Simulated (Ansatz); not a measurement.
Relaxed Bi2Te3 (Bi2Te3 type, space group R-3m):

```xyz
5
Lattice="2.1937 1.2666 10.0965 -2.1937 1.2666 10.0965 0.0000 -2.5331 10.0965" Properties=species:S:1:pos:R:3 pbc="T T T"
Bi     0.0000     0.0000    12.1202
Bi     0.0000     0.0000    18.1694
Te     0.0000     0.0000     0.0000
Te     0.0000     0.0000     6.3413
Te     0.0000     0.0000    23.9483
```

Scan: atom 3 (Te, nearest neighbour Bi at 3.242 Å; its periodic images, 4.4 Å or more away, move with it) is displaced along Cartesian [111], direction (0.577, 0.577, 0.577) in Cartesian axes, by s. The other atoms stay.

The numbers are results of PBE-D3(BJ) (plane waves to 420 eV, PAW, scalar-relativistic; Ansatz, an electronic-structure program), not measurements. k mesh 7×7×7 (Γ-centred), Fermi-Dirac smearing 0.05 eV. Energies are smeared free energies. Bi2Te3 was relaxed with its symmetry unable to fall. Spin-orbit coupling is left out, though Bi and Te are heavy. The PAW data are Ansatz's earlier set. ΔE is measured from the undisplaced structure.

```
s (Å)   ΔE (meV/cell)
------  -------------
-0.970       withheld
-0.776           1233
-0.582            647
-0.388            271
-0.194             65
0.000               0
0.194              65
0.388             271
0.582             647
0.776            1233
0.970        withheld
```

### Question
Fit an even polynomial form (powers 2, 4) to the given rows and predict ΔE at s = 0.970.

### Answer
Least squares on the 9 given rows: ΔE = (1726)·s² + (533.8)·s⁴, in meV/cell with s in Å; root-mean-square residual 0.8 meV/cell. At 0.970 the fit gives 2097 meV/cell; the calculation gives 2072 meV/cell, so the extrapolation is off by 25 (+1.2 %). The quadratic term alone would give 1624 meV/cell.

(A displaced cell: forces are minus the slopes of the energy, force constants its curvatures, and phonons follow from these.)
